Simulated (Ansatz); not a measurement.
Level of theory: DFT PBE, scalar-relativistic, plane waves, PAW in Ansatz 0.2.0. Settings: cutoff 420 eV, Γ-centred meshes spaced at most about 0.3 Å⁻¹ (2π included), Gaussian smearing. No spin polarisation in the final relaxations.

These are static total energies at zero pressure.

Two forms of BiPbCl5 were relaxed alike.

A.

Space group P4/mmm (No. 123). a = 4.707 Å, b = 4.707 Å, c = 8.055 Å, α = 90.00°, β = 90.00°, γ = 90.00°
```
atom  site  symmetry       x       y       z
  Bi    1b     4/mmm  0.0000  0.0000  0.5000
  Pb    1c     4/mmm  0.5000  0.5000  0.0000
  Cl    4i      2mm.  0.0000  0.5000  0.2948
  Cl    1a     4/mmm  0.0000  0.0000  0.0000
```

B.

Space group P1 (No. 1). a = 4.353 Å, b = 6.057 Å, c = 9.127 Å, α = 92.64°, β = 90.03°, γ = 90.47°
```tsv
atom	site	symmetry	x	y	z
Bi	1a	1	0.0008	0.7780	0.4881
Pb	1a	1	0.4985	0.8199	0.9296
Cl	1a	1	0.9977	0.3899	0.3830
Cl	1a	1	0.9975	0.5725	0.7466
Cl	1a	1	0.5005	0.8412	0.2973
Cl	1a	1	0.5018	0.0074	0.6574
Cl	1a	1	0.0032	0.0911	0.9980
```

Task: Which would you expect to be lower, and how large is the difference?

Result: B is lower, by 106 meV/atom. A has space group P4/mmm (No. 123), 25.5 Å³/atom and a gap of 1.80 eV on its mesh; B has space group P1 (No. 1), 34.3 Å³/atom and a gap of 3.23 eV. Counting Cl atoms around Bi and Pb (those within 1.25 times the shortest such distance or 1.15 times the sum of covalent radii; a plus sign parts nearer from farther groups; the shortest distance is added where it is long for a bond), A has Bi 8, Pb 12 from 3.3 Å and B has Bi 6, Pb 3+3. In A, around Bi lie 8 Cl at 2.88 Å; Pb is surrounded by 12 Cl at 3.33–3.34 Å; Cl on a site of symmetry 2mm has 2 Bi at 2.88 Å, 7 Cl at 3.31–3.34 Å and 2 Pb at 3.34 Å; 1 more site not described. In B, around Bi lie 1 Cl at 2.50 Å and 5 Cl at 2.72–2.98 Å; around Pb lie 3 Cl at 2.77–2.79 Å, 2 Cl at 3.08–3.10 Å and 1 Cl at 3.35 Å; around Cl on its first site lies 1 Bi at 2.50 Å; 4 more sites not described. Both come from invented guesses.

Weakly bound directions are ill-defined at this level, which has no dispersion term (P1), and this can change margins and order among such cells. These runs have no spin–orbit coupling, which can matter for Bi and Pb. Kohn–Sham gaps at this level usually fall short of measured ones. The missing spin–orbit coupling can work the other way here. Cells relaxed within their symmetry can be saddle points. The P1 cell of BiPbCl5 came from shaking the P4/mmm one.
